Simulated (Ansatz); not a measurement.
VBiO4 (scheelite type, space group I4_1/a)

```
CELL_PARAMETERS angstrom
     -2.58302     2.58302     5.88974
      2.58302    -2.58302     5.88974
      2.58302     2.58302    -5.88974
ATOMIC_POSITIONS crystal
  Bi 0.75000 0.25000 0.50000
  Bi 0.00000 0.00000 0.00000
  V  0.25000 0.75000 0.50000
  V  0.50000 0.50000 0.00000
  O  0.07895 0.96647 0.38925
  O  0.57722 0.68970 0.61075
  O  0.71647 0.82722 0.38752
  O  0.43970 0.32895 0.61248
  O  0.67105 0.28353 0.11075
  O  0.17278 0.56030 0.88925
  O  0.03353 0.42278 0.11248
  O  0.31030 0.92105 0.88752
```

This relaxed cell (volume V₀) is scaled evenly in all directions, its shape held. The atoms relax within the cell's symmetry.

These are PBE (plane waves to 420 eV, PAW, scalar-relativistic; Ansatz, a first-principles code) values and carry that method's errors. k mesh 7×7×7 (Γ-centred), Fermi-Dirac smearing 0.05 eV. Energies are smeared free energies. Stress and pressure are positive under compression. With the shape held, the modulus is that of even scaling; a crystal free to change shape is softer. Spin-orbit coupling is left out, though Bi is heavy. The PAW data are Ansatz's earlier set. This is one of several known forms of VBiO4; the measured ambient cells at hand have space group No. 15 or 60. VBiO4 is run without spin polarisation. VBiO4 was relaxed with its symmetry unable to fall. ΔE is measured from the relaxed starting cell.

| V (Å³/atom) | ΔE (meV/atom) |
|---|---|
| 11.789 | 62.1 |
| 12.007 | 41.7 |
| 12.225 | 25.8 |
| 12.444 | 14.1 |
| 12.662 | 6.1 |
| 12.880 | 1.5 |
| 13.099 | 0.0 |
| 13.317 | 1.4 |
| 13.535 | 5.3 |
| 13.754 | 11.6 |
| 13.972 | 20.0 |
| 14.190 | 30.3 |
| 14.409 | withheld |

Fit a third-order Birch-Murnaghan form (E₀, V₀, B₀, B₀′ free) to the given rows and predict ΔE at V = 14.409.

Least squares on the 12 given rows: ΔE = E₀ + (9V₀B₀/16)·y²·[2 + (B₀′ − 4)y], y = (V₀/V)^(2/3) − 1, with V₀ = 13.100 Å³/atom, B₀ = 124.3 GPa (160.2 GPa = 1 eV/Å³; the term in eV is multiplied by 1000), B₀′ = 4.66, E₀ = 0.03 meV/atom; root-mean-square residual 0.03 meV/atom. At 14.409 the fit gives 42.4 meV/atom; the calculation gives 42.4 meV/atom, the same to the digits shown. For the pressure the fit gives -9.5 GPa against the computed -9.4 GPa.

(Under strain, the slope of the energy per volume gives the stress and its curvature an elastic modulus.)
